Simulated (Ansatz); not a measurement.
## Notes on MgV2O6

```xyz
9
Lattice="4.6856 1.7684 0.0000 4.6856 -1.7684 0.0000 2.5212 0.0000 -6.3130" Properties=species:S:1:pos:R:3 pbc="T T T"
V     9.2000    0.0000   -4.1439
V     2.6923    0.0000   -2.1691
O    10.8272    0.0000   -4.5681
O     1.0651    0.0000   -1.7449
Mg    0.0000    0.0000    0.0000
O     7.5904    0.0000   -2.7449
O     4.3019    0.0000   -3.5681
O     8.3427    0.0000   -5.5977
O     3.5496    0.0000   -0.7153
```

The numbers come from plane-wave PAW DFT (Ansatz): r2SCAN, no spin polarisation, 500 eV, 6×6×4 Γ-centred k points, gaussian occupations (width 0.0588 eV). Nothing was relaxed.

Question: How is the charge shared?

Answer: Bader charges in e: Mg +1.79, V +2.32, O -1.11 to -1.03. In the mean V gives up most and O takes most.

Question: Describe some of the short contacts.

Answer: V–O at 1.68 Å: least valence density 1.50 e/Å³ and ELF 0.38 there. Mg–O at 2.04 Å: least valence density 0.27 e/Å³ and ELF 0.05 there, a closed-shell (ionic or weak) contact. These are pseudo-fields; inside the PAW spheres they differ from the all-electron ones.

Question: Metal or insulator? Give the gap.

Answer: The gap is 2.82 eV, indirect (the least direct gap found is 2.85 eV). A semilocal functional usually gives too small a gap.

Question: What does the stress say?

Answer: The pressure is -7.7 GPa (compression positive), so with the atoms held at these fractions the cell would first shrink. The principal stresses -8.7, -7.9, -6.6 GPa differ, so its shape would change too.

Origin: a database entry at a rescaled volume. Caveats: no spin polarisation, so a magnetic state may lie lower.
